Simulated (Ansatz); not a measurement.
What a trial cell of CdAgBr3 relaxes into

Level of theory: DFT PBE, scalar-relativistic, plane waves, PAW (Ansatz 0.2.0). Cutoff 420 eV, Gaussian smearing, Γ-centred meshes. Cell and atoms relax first on a coarse mesh and then on a converged one. In between, the cell is made exact in the group found at 0.06 Å. The steps can't lower the symmetry of their start. No spin polarisation in the relaxation; trial moments died out in a coarse test.

A trial structure of CdAgBr3 was built thus: perovskite family, tilts a0a0a0, polar shift along [111] (R3m, No. 160) (A site Cd; B site Ag; X site Br). Its size is a rough estimate.

```yaml
crystal:
  lattice:
    - [3.68505, 2.12757, 3.00883]
    - [-3.68505, 2.12757, 3.00883]
    - [0.00000, -4.25513, 3.00883]
  atoms:
    - { symbol: Cd, position: [0.47421, 0.47421, 0.47421] }
    - { symbol: Ag, position: [0.97421, 0.97421, 0.97421] }
    - { symbol: Br, position: [0.00000, 0.50000, 0.00000] }
    - { symbol: Br, position: [0.50000, 0.00000, 0.00000] }
    - { symbol: Br, position: [0.00000, 0.00000, 0.50000] }
```

Formation energies are uncorrected and refer to the elements' standard structures at the same level. The references include crystalline Br.

Problem. Where does the relaxation end?

Solution. The symmetry stays R3m (No. 160). The volume per atom grows by 58.3 %, from 28.3 to 44.8 Å³. The shortest distance goes from 2.48 Å (Ag–Br) to 2.56 Å (Cd–Br). The energy falls by about 0.40 eV/atom (the start's value is from the coarse mesh). The end is written in a standard setting, so origin, axes and order of atoms can differ from the start's. Conventional cell: a = 8.346 Å, c = 11.142 Å. Cd has 3 Br at 2.56 Å and 1 Ag at 3.05 Å; Ag is surrounded by 3 Br at 2.73 Å, 1 Cd at 3.05 Å and 3 Br at 3.40 Å; Br is surrounded by 1 Cd at 2.56 Å, 1 Ag at 2.73 Å and 1 Ag at 3.40 Å.

```cif
data_structure
_symmetry_space_group_name_H-M 'R3m:H'
_symmetry_Int_Tables_number 160
_cell_length_a 8.3465
_cell_length_b 8.3465
_cell_length_c 11.1418
_cell_angle_alpha 90.000
_cell_angle_beta 90.000
_cell_angle_gamma 120.000
_cell_volume 672.19
loop_
_atom_site_label
_atom_site_type_symbol
_atom_site_symmetry_multiplicity
_atom_site_Wyckoff_symbol
_atom_site_fract_x
_atom_site_fract_y
_atom_site_fract_z
_atom_site_occupancy
Cd1 Cd 3 a 0.33333 0.66667 0.94967 1
Ag1 Ag 3 a 0.33333 0.66667 0.67553 1
Br1 Br 9 b 0.16309 0.83691 0.88552 1
```

Problem. How does it come out in energy, and is it a metal?

Solution.

| Item | Value |
| --- | --- |
| Energy over the elements | −0.468 eV/atom |
| Gap on the 6×6×6 mesh of the 5-atom cell | 1.14 eV |

Whether it is stable depends on the other phases of the system, which aren't compared here.

The last run used Gaussian smearing of 0.02 eV. Kohn–Sham gaps at this level usually fall short of measured ones. The reference form of Br is held partly by dispersion forces, which this level lacks. A structure relaxed within its symmetry needn't be a true minimum.
